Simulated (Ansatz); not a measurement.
# TeOs single point

The input, for Ansatz 0.2.0 (plane waves, PAW):

```yaml
crystal:
  lattice:
    - [4.476169, 0.0, 0.0]
    - [-2.238084, 3.87648, 0.0]
    - [0.0, 0.0, 7.291028]
  atoms:
    - { symbol: Os, position: [0.3333, 0.6667, 0.0] }
    - { symbol: Os, position: [0.6666, 0.3333, 0.5] }
    - { symbol: Te, position: [0.3333, 0.6667, 0.37] }
    - { symbol: Te, position: [0.6666, 0.3333, 0.87] }
  symmetry: { tolerance: 0.0003 }
kpoints:
  mp_grid: { grid: [7, 7, 4], shift: [0, 0, 0] }
  band_path:
    path:
      - [0.0, 0.0, 0.0]
      - [0.49999981, 2.5e-07, 0.0]
      - [0.33333321, 0.33333371, 0.0]
      - [0.0, 0.0, 0.0]
      - [0.0, 0.0, 0.5]
      - [0.49999981, 2.5e-07, 0.5]
      - [0.33333321, 0.33333371, 0.5]
      - [0.0, 0.0, 0.5]
      - [0.49999981, 2.5e-07, 0.5]
      - [0.49999981, 2.5e-07, 0.0]
      - [0.33333321, 0.33333371, 0.5]
    npoints: 6
magnetization:
  spin_polarized: false
scf:
  occupations: { method: methfessel_paxton, width: 0.0207 }
  lower_state_search: "off"
  max_iter: 200
hamiltonian:
  pseudopotentials: { kind: paw }
  xc: pbe
basis:
  ecutwfc: 420
  fft_grid_basis: typed
output:
  forces: true
  stress: true
  eigenvalues: true
  bader: true
  populations: true
  elf: true
  write_potential: true
  volumetric_format: npy
  dos:
    e_range: [-12, 8]
    de: 0.05
    projected: { site_lists: { Os: [Os], Te: [Te] } }
checkpoint:
  read: saved_state
```

The run starts from an earlier solution of this cell. 

Output (shortened):

```
SCF iter   1: F=—  Δρ=1.61e-3  dr2=1.45e-3
SCF iter   2: F=—  S|Δr|=    0.00e0  Δρ=1.28e-3  dr2=1.44e-3
SCF iter   3: F=—  S|Δr|=    0.00e0  Δρ=2.45e-4  dr2=6.22e-5
SCF iter   4: F=—  S|Δr|=    0.00e0  Δρ=7.79e-5  dr2=1.65e-5
SCF iter   5: F=—  S|Δr|=    0.00e0  Δρ=4.88e-5  dr2=4.36e-6
SCF iter   6: F=—  S|Δr|=    0.00e0  Δρ=1.42e-5  dr2=4.49e-7
SCF iter   7: F=-36724.0824 eV  S|Δr|=    0.00e0  Δρ=5.29e-6  dr2=5.54e-8
Free energy (F): -36724.0824 eV
Harris-Foulkes:  -36724.0824 eV  (|F-HF|=2.55e-8)
Internal energy: -36724.0815 eV  (E = F + TS)
E sigma→0 (E₀):  -36724.0821 eV
Entropy (-TS):   -0.0009 eV (-0.226 meV/atom)
Fermi energy:    9.2025 eV
--- Per-component energies (eV) ---
  E_band       = -1144.1609
  E_kinetic    = 1481.8008
  E_local      = -6321.3814  (includes V_loc(G=0)·N_el)
  E_nonlocal   = -624.6688
  E_hartree    = 3134.0387
  E_xc         = -772.9219
  E_vxc        = -764.0495  (∫ρ·V_xc dr)
  E_paw        = -27351.2453  (= ΣΔE_a)
  E_vpaw       = -1183.9469  (= ΣTr[D̂ρ^β])
  E_aug_tail   = -0.0005  (compensation charges beyond the density's cutoff)
  E_ewald      = -6269.7031
  E_smearing   = -0.0009  (= −TS)
--- Forces (eV/Å), atoms counted from 1 ---
  atom   1  Os     0.0000     0.0000    -0.2971
  atom   2  Os     0.0000     0.0000    -0.2971
  atom   3  Te     0.0000     0.0000     0.2971
  atom   4  Te     0.0000     0.0000     0.2971
--- Stress (GPa, compression-positive) ---
      -14.1646       0.0000       0.0000
        0.0000     -14.1646       0.0000
        0.0000       0.0000     -12.6951
  P = ⅓ Tr σ = -13.6748 GPa (-136.748 kbar)
--- Bader charges: 4 sites ---
  site symbol  charge [e]  shift [e]
     0     Os     -0.1108     0.0002
     1     Os     -0.1107     0.0002
     2     Te      0.1107     0.0002
     3     Te      0.1108     0.0002
```

Origin: a known structure type with other elements, at an estimated volume, so it need not be a known compound. Caveats: many states at the Fermi level without spin polarisation, so a magnetic state may lie lower.
